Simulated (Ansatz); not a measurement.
Calculated ¹⁷O NMR of the central transition for HfSiO4

Cell: a COD entry, ions relaxed with PBE at fixed cell.

```cif
data_HfSiO4
_symmetry_space_group_name_H-M 'I4_1/amd:1'
_symmetry_Int_Tables_number 141
_cell_length_a 6.5725
_cell_length_b 6.5725
_cell_length_c 5.9632
_cell_angle_alpha 90.000
_cell_angle_beta 90.000
_cell_angle_gamma 90.000
loop_
_atom_site_label
_atom_site_type_symbol
_atom_site_symmetry_multiplicity
_atom_site_Wyckoff_symbol
_atom_site_fract_x
_atom_site_fract_y
_atom_site_fract_z
Hf Hf 4 a 0.0000 0.5000 0.2500
Si Si 4 b 0.5000 0.0000 0.2500
O O 16 h 0.5000 0.3147 0.8193
```

One atom of each set is listed; the run and its k-mesh use a cell of 12 atoms with edges of 5.52, 5.52, 5.52 Å.

Level of theory: DFT, r2SCAN, plane waves and PAW, scalar-relativistic, 500 eV cutoff, Γ-centred 5×5×5 k-points, Fermi–Dirac smearing 0.02 eV (Ansatz 0.2.0).

¹⁷O has I = 5/2 and Q = -25.58 mb (Pyykkö 2018); at 9.4 T its Larmor frequency is ν₀ = 54.3 MHz. Only the quadrupole interaction is simulated: positions count from each site's isotropic chemical shift, and J coupling is left out, as are shift anisotropy and dipolar coupling, which fast spinning averages.

Simulated pattern of one O site (fast magic-angle spinning, Gaussian broadening 0.1 kHz):

(offset (kHz), height): (-2.783, 0), (-2.656, 4), (-2.529, 10), (-2.402, 18), (-2.275, 21), (-2.148, 22), (-2.022, 24), (-1.895, 26), (-1.768, 29), (-1.641, 32), (-1.514, 49), (-1.387, 100), (-1.260, 95), (-1.133, 94), (-1.006, 69), (-0.879, 56), (-0.752, 48), (-0.625, 43), (-0.498, 39), (-0.371, 36), (-0.244, 33), (-0.117, 30), (0.010, 11), (0.136, 0)

Q: Which |C_Q| and η does the pattern imply?

A: The pattern spans 2.64 kHz before broadening and its centre of gravity is at -1.17 kHz, which fixes P_Q; the places of the horns and steps fix η. That gives P_Q = 3.25 MHz, |C_Q| = 2.94 MHz and η = 0.83. The sign of C_Q can't be read from the pattern.

The largest force is 0.3 eV/Å, so the atoms aren't at the calculated equilibrium and relaxing them would move these values. Without spin–orbit coupling the gradients at and beside Hf can be off by some per cent, at some sites by more.
